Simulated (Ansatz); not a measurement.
PbS:
```xyz
2
Lattice="0.0000 3.3007 3.3007 3.3007 0.0000 3.3007 3.3007 3.3007 0.0000" Properties=species:S:1:pos:R:3 pbc="T T T"
S      4.9511     4.9511     4.9511
Pb     0.0000     0.0000     0.0000
```

Relaxed with r²SCAN. Special points in fractions of this cell's reciprocal vectors: Γ (0.000, 0.000, 0.000); X (0.500, 0.000, 0.500); U (0.625, 0.250, 0.625); K (0.375, 0.375, 0.750); L (0.500, 0.500, 0.500); W (0.500, 0.250, 0.750).

Problem. List the band energies nearest the valence-band maximum at these points for plane-wave PAW r²SCAN (Ansatz code).

Solution. In eV from the valence-band maximum; about four levels below and three above (degenerate sets whole), none deeper than 8.9 eV; points with the same levels are listed once.

```json
[
 {"k": "Γ", "below": "-6.01 -1.85 -1.85 -1.85", "above": "2.73 2.73 2.73"},
 {"k": "X", "below": "-8.32 -3.08 -3.08 -0.49", "above": "0.95 5.46 5.46"},
 {"k": "U", "below": "-8.27 -3.52 -2.87 -0.34", "above": "2.02 4.50 4.78"},
 {"k": "L", "below": "-7.92 -2.37 -2.37 -1.95", "above": "3.45 3.45 3.83"},
 {"k": "W", "below": "-8.31 -3.34 -3.29 0.00", "above": "2.89 2.91 5.32"}
]
```

Space group F-43m (zinc blende). A made-up cell: these elements were put on the sites of a structure type; neither database checked (COD, Materials Project) lists it. It is not the phase usual at ambient conditions (space group No. 225). Symmetry was held in the r²SCAN relaxation. At this level the phase is dynamically unstable (imaginary phonons). Spin–orbit coupling is left out wherever it is not named.

Potentials: the later of the program's two PAW sets.
